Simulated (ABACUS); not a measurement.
Worked example: self-consistent single point of Zn3CdSe4 (P-43m, 8 atoms in the cell; from Materials Project mp-1079034, changed as shown) in ABACUS.

All values come from this method and carry its errors: PBEsol, PseudoDojo 0.4 standard norm-conserving PBEsol (tails mended) pseudopotentials (plane waves; ABACUS).

The change in words: volume scaled by 0.99. Reference geometry (P-43m):
```xyz
8
Lattice="5.7395 0.0000 0.0000 0.0000 5.7395 0.0000 0.0000 0.0000 5.7395" Properties=species:S:1:pos:R:3 pbc="T T T"
Zn     0.0000     2.8698     2.8698
Zn     2.8698     0.0000     2.8698
Zn     2.8698     2.8698     0.0000
Cd     0.0000     0.0000     0.0000
Se     4.2386     4.2386     1.5009
Se     4.2386     1.5009     4.2386
Se     1.5009     1.5009     1.5009
Se     1.5009     4.2386     4.2386
```

Reference input (self-consistent single point, DFT, PBEsol, plane waves, PseudoDojo 0.4 standard norm-conserving PBEsol (tails mended) pseudopotentials): KPT = Gamma 2 2 2 0 0 0; basis_type = pw; ecutwfc = 102 Ry; smearing_method = fd; smearing_sigma = 0.00146997 Ry; potentials = PseudoDojo 0.4 standard norm-conserving PBEsol (tails mended); symmetry = 1; symmetry_prec = 1e-05; ks_solver = dav_subspace; scf_nmax = 100; scf_thr = 1.0e-09 Ry; mixing_type = broyden. This run's input differs from it in these lines:

```diff
@@ -27,5 +27,5 @@
 LATTICE_VECTORS
-   5.7395060000    0.0000000000    0.0000000000
-   0.0000000000    5.7395060000    0.0000000000
-   0.0000000000    0.0000000000    5.7395060000
+   5.7203070000    0.0000000000    0.0000000000
+   0.0000000000    5.7203070000    0.0000000000
+   0.0000000000    0.0000000000    5.7203070000
 
@@ -37,5 +37,5 @@
 3
-   0.0000000000    2.8697530000    2.8697530000
-   2.8697530000    0.0000000000    2.8697530000
-   2.8697530000    2.8697530000    0.0000000000
+   0.0000000000    2.8601535000    2.8601535000
+   2.8601535000    0.0000000000    2.8601535000
+   2.8601535000    2.8601535000    0.0000000000
 
@@ -49,6 +49,6 @@
 4
-   4.2386251810    4.2386251810    1.5008808190
-   4.2386251810    1.5008808190    4.2386251810
-   1.5008808190    1.5008808190    1.5008808190
-   1.5008808190    4.2386251810    4.2386251810
+   4.2244467195    4.2244467195    1.4958602805
+   4.2244467195    1.4958602805    4.2244467195
+   1.4958602805    1.4958602805    1.4958602805
+   1.4958602805    4.2244467195    4.2244467195
 # file: KPT
```

The program printed (abridged):

```
 SELF-CONSISTENT
 -------------------------------------------

                                 init_chg = atomic

 PW ALGORITHM --------------- ION=   1  ELEC=   1--------------------------------

 Notice: Threshold on eigenvalues was too large.

 Density error is 0.285290769532
                          Error Threshold = 0.000195451598698
 E_KohnSham     -2573.0426566402     -35008.0413273638
 E_Fermi        0.6581236263         8.9542313063

 PW ALGORITHM --------------- ION=   1  ELEC=   2--------------------------------

 Density error is 0.100341082905
                          Error Threshold = 0.000198118589953
   [... lines left out ...]

 Density error is 7.07094790464e-09
                          Error Threshold = 4.45338536525e-11
 E_KohnSham     -2573.1412428037     -35009.3826609321
 E_Fermi        0.6671271208         9.0767301329

 PW ALGORITHM --------------- ION=   1  ELEC=   9--------------------------------

 Density error is 1.16697324212e-10
                          Error Threshold = 4.91038048933e-12
 E_KohnSham     -2573.1412428050     -35009.3826609494
 E_KS(sigma->0) -2573.1412428050     -35009.3826609494
 E_entropy(-TS) -0.0000000000        -0.0000000000
 E_Fermi        0.6671292802         9.0767595136
 charge density convergence is achieved
 final etot is -35009.382661 eV
 EFERMI = 9.0767595136 eV

 STATE ENERGY(eV) AND OCCUPATIONS    NSPIN == 1
   [... 84 lines left out ...]

 TOTAL-FORCE (eV/Angstrom)
                       Zn1         0.0000000000         0.0000000000         0.0000000000
                       Zn2         0.0000000000         0.0000000000         0.0000000000
                       Zn3         0.0000000000         0.0000000000         0.0000000000
                       Cd1         0.0000000000         0.0000000000         0.0000000000
                       Se1        -0.0019158511        -0.0019158511         0.0019158511
                       Se2        -0.0019158511         0.0019158511        -0.0019158511
                       Se3         0.0019158511         0.0019158511         0.0019158511
   [... lines left out ...]

 TOTAL-STRESS (KBAR)
        10.6300241189         0.0000000000         0.0000000000
         0.0000000000        10.6300241189        -0.0000000000
         0.0000000000        -0.0000000000        10.6300241189
 TOTAL-PRESSURE: 10.630024 KBAR

 --------------------------------------------
 !FINAL_ETOT_IS -35009.3826609494353761 eV
 --------------------------------------------
```

The run converged in 9 iterations. Against the reference run the free energy rises by 1.1 meV/atom, the pressure goes from 0.41 to 1.06 GPa, the largest force moves little (0.004 to 0.003 eV/Å) and the gap on the mesh goes from 0.975 to 1.010 eV.

The structure comes from a collection of computed structures, made at another level of theory; the collection holds predicted forms beside known ones. Its lattice was then scaled.

Cost on one core: around 4 core-minutes (rough).

“Tails mended”: in these copies of the files the far tail of each local potential was reset to the Coulomb form.
